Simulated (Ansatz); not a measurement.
Theory: DFT PBE, scalar-relativistic, plane waves, PAW in Ansatz 0.2.0. Settings: cutoff 420 eV, Γ-centred meshes spaced at most about 0.3 Å⁻¹, and about 0.25 Å⁻¹ or finer for metals (2π included), Gaussian smearing. Collinear spin in cells that started with moments and kept them past the coarse steps, no spin elsewhere.

These are static total energies at zero pressure. All come from trial cells, and lower structures may exist.

Task: Order these relaxed structures of CrGe₃ by energy, lowest first, with the energy over the lowest of them.
A.

```xyz
4
Lattice="4.1214 0.0000 0.0000 0.0000 4.1214 0.0000 0.0000 0.0000 4.1214" Properties=species:S:1:pos:R:3 pbc="T T T"
Cr    0.0000    0.0000    0.0000
Ge    2.0607    2.0607    0.0000
Ge    2.0607    0.0000    2.0607
Ge    0.0000    2.0607    2.0607
```

B.

```xyz
4
Lattice="5.4579 0.0000 0.0000 -2.7289 4.7267 0.0000 0.0000 0.0000 2.7838" Properties=species:S:1:pos:R:3 pbc="T T T"
Cr    0.0000    0.0000    1.3919
Ge    2.7289    0.0000    1.3919
Ge   -1.3645    2.3633    1.3919
Ge    1.3645    2.3633    1.3919
```

Result: A (0 meV/atom), B (118 meV/atom). Forms: A Cu3Au (L1_2) type, Pm-3m, moments up to 3.5 μB; B P6/mmm, moments up to 2.9 μB. Counting Ge atoms around Cr (those within 1.25 times the shortest such distance or 1.15 times the sum of covalent radii): A has Cr 12; B has Cr 6. Even the lowest lies +0.33 eV/atom against the elements.

The magnetic state reached may not be the lowest. Cells relaxed within their symmetry can be saddle points. Some types were kept out of the candidates beforehand, so the set may lack a known form.
